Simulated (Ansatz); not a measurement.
One stationary structure of Ga2O3. Computed with r2SCAN (plane waves to 500 eV, PAW, scalar-relativistic; Ansatz, a program for electronic structure).

```
CELL_PARAMETERS angstrom
      2.49226     1.43891     4.48056
     -2.49226     1.43891     4.48056
      0.00000    -2.87781     4.48056
ATOMIC_POSITIONS crystal
  Ga 0.35538 0.35538 0.35538
  Ga 0.14462 0.14462 0.14462
  Ga 0.64462 0.64462 0.64462
  Ga 0.85538 0.85538 0.85538
  O  0.44639 0.75000 0.05361
  O  0.25000 0.94639 0.55361
  O  0.05361 0.44639 0.75000
  O  0.94639 0.55361 0.25000
  O  0.75000 0.05361 0.44639
  O  0.55361 0.25000 0.94639
```

Question: Determine the symmetry and give the standard cell with its independent sites.

Answer: Space group R-3c, hexagonal axes (No. 167); a = b = 4.9845 Å, c = 13.4417 Å, α = β = 90.00°, γ = 120.00°

```json
[
 {"atom": "Ga", "site": "12c", "symmetry": "3.", "x": "0.0000", "y": "0.0000", "z": "0.1446"},
 {"atom": "O", "site": "18e", "symmetry": ".2", "x": "0.3036", "y": "0.3036", "z": "0.7500"}
]
```

This is the corundum type.

Question: Give the shortest distances between elements (the closest pairs, up to four, under 3.6 Å).

Answer: Ga–O 1.93 Å; O–O 2.62 Å; Ga–Ga 2.83 Å.

Volume per atom: 9.64 Å³
Band gap: 3.57 eV, indirect (valence top at k = (0, 0.125, -0.125), conduction bottom at Γ) (no spin-orbit coupling)
Smallest direct gap: 3.81 eV at Γ

No spin polarisation in the result.

It was reached from a disturbed copy of a Pn-3m (No. 224) cell, against which it lies -0.72 eV/atom.
